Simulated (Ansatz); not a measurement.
In2Ag:
```cif
data_Ag4In8
_chemical_formula_sum 'In8 Ag4'
_space_group_name_H-M_alt 'I4/mcm'
_space_group_IT_number 140
_space_group_name_Hall '-I 4 2c'
_cell_length_a 6.89472
_cell_length_b 6.89472
_cell_length_c 5.65801
_cell_angle_alpha 90.000
_cell_angle_beta 90.000
_cell_angle_gamma 90.000
loop_
_atom_site_label
_atom_site_type_symbol
_atom_site_symmetry_multiplicity
_atom_site_Wyckoff_symbol
_atom_site_fract_x
_atom_site_fract_y
_atom_site_fract_z
_atom_site_occupancy
In1 In 8 h 0.34520 0.15480 0.00000 1
Ag1 Ag 4 a 0.00000 0.00000 0.25000 1
```
(The calculation used a cell of 6 atoms; values per cell refer to that cell.)

Relaxed with r²SCAN.

### Question
Tabulate the valence density and the electron localisation function along the shortest In–In contact (3.02 Å), DFT-r²SCAN in the program Ansatz with PAW potentials.

### Answer


| distance from In (Å) | density (e/Å³) | ELF |
|---|---|---|
| 0.30 | 9.00 | 0.00 |
| 0.45 | 5.83 | 0.04 |
| 0.60 | 3.25 | 0.14 |
| 0.75 | 1.59 | 0.25 |
| 0.91 | 0.76 | 0.27 |
| 1.06 | 0.43 | 0.25 |
| 1.21 | 0.29 | 0.29 |
| 1.36 | 0.24 | 0.41 |
| 1.51 | 0.22 | 0.47 |
| 1.66 | 0.24 | 0.41 |
| 1.81 | 0.29 | 0.29 |
| 1.96 | 0.43 | 0.25 |
| 2.11 | 0.76 | 0.27 |
| 2.26 | 1.59 | 0.25 |
| 2.42 | 3.25 | 0.14 |
| 2.57 | 5.83 | 0.04 |
| 2.72 | 9.00 | 0.00 |

The density is the valence pseudo-density with augmentation charge, so density and ELF within about 1 Å of a nucleus are not all-electron values.

The workflow started from an entry of the Crystallography Open Database (COD). Its standing as an ambient phase is unchecked. The r²SCAN relaxation kept the symmetry of its start; its stability against distortions is not shown here. The run is not spin-polarised.

Potentials: the later of the program's two PAW sets.
